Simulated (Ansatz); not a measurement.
MoRu:
Space group P4/mmm (No. 123); a = 2.764 Å, b = 2.764 Å, c = 3.815 Å, α = 90.00°, β = 90.00°, γ = 90.00°

| atom | site | symmetry | x | y | z |
|---|---|---|---|---|---|
| Ru | 1a | 4/mmm | 0.0000 | 0.0000 | 0.0000 |
| Mo | 1d | 4/mmm | 0.5000 | 0.5000 | 0.5000 |

Relaxed with r²SCAN.

Task: Which orbitals make up the states near the Fermi level in r²SCAN (plane waves, PAW; program Ansatz)?

Result: Within 0.5 eV of the Fermi level: Ru 4d 49 %, Mo 4d 42 %. Projections are on Löwdin-orthogonalised atomic valence shells; empty p or d shells of many metals are not among them.

Task: Tabulate the density of states.

Result: States/eV per cell of 2 atoms, in 0.25 eV bins, energy from the Fermi level.

```
E (eV)  total  Ru 4d  Mo 4d  Ru 5s
------  -----  -----  -----  -----
-7.80    0.00   0.00   0.00   0.00
-7.55    0.03   0.00   0.00   0.01
-7.30    0.07   0.00   0.00   0.03
-7.05    0.09   0.00   0.00   0.04
-6.80    0.12   0.00   0.00   0.05
-6.55    0.15   0.00   0.00   0.06
-6.30    0.18   0.00   0.00   0.08
-6.05    0.24   0.02   0.02   0.09
-5.80    0.50   0.13   0.13   0.11
-5.55    1.09   0.37   0.36   0.18
-5.30    1.97   0.79   0.68   0.24
-5.05    2.61   1.13   0.92   0.27
-4.80    3.36   1.56   1.23   0.25
-4.55    3.20   1.62   1.20   0.15
-4.30    2.76   1.48   1.03   0.10
-4.05    2.33   1.29   0.86   0.07
-3.80    1.86   1.07   0.67   0.04
-3.55    2.05   1.24   0.70   0.03
-3.30    2.31   1.35   0.84   0.04
-3.05    2.07   1.21   0.74   0.05
-2.80    1.92   1.12   0.67   0.05
-2.55    2.23   1.33   0.72   0.08
-2.30    2.36   1.39   0.77   0.09
-2.05    2.49   1.43   0.84   0.10
-1.80    2.84   1.62   0.97   0.10
-1.55    3.43   1.98   1.19   0.10
-1.30    2.74   1.25   1.27   0.07
-1.05    2.76   1.30   1.24   0.07
-0.80    2.32   1.13   0.97   0.06
-0.55    2.23   1.09   0.91   0.06
-0.30    2.28   1.17   0.90   0.05
-0.05    2.11   1.08   0.85   0.04
0.20     1.83   0.88   0.78   0.03
0.45     1.28   0.56   0.60   0.02
0.70     1.01   0.35   0.55   0.02
0.95     1.48   0.41   0.94   0.02
1.20     2.31   0.66   1.51   0.02
1.45     1.86   0.56   1.19   0.03
1.70     1.57   0.54   0.93   0.03
1.95     2.35   0.90   1.34   0.03
2.20     2.41   0.99   1.30   0.04
2.45     2.31   0.91   1.26   0.05
2.70     1.71   0.52   1.05   0.06
2.95     1.74   0.49   1.11   0.06
3.20     2.16   0.57   1.43   0.06
3.45     2.18   0.59   1.40   0.08
3.70     1.63   0.43   1.00   0.09
3.95     0.84   0.19   0.41   0.12
4.20     0.72   0.15   0.28   0.14
4.45     0.60   0.10   0.22   0.12
4.70     0.52   0.08   0.18   0.10
```

The start of the workflow was typed in or built on a structure type; neither database checked (COD, Materials Project) lists it. Whether it is the stable phase at ambient conditions was not checked. The r²SCAN relaxation kept the symmetry of its start; its stability against distortions is not shown here. No spin polarisation was allowed. Axis ratios of metals converge slowly with the k-mesh, so a and c are less sure than the volume. Scalar-relativistic: spin–orbit coupling is off unless named, which matters more the heavier the elements.

Potentials: the later of the program's two PAW sets.
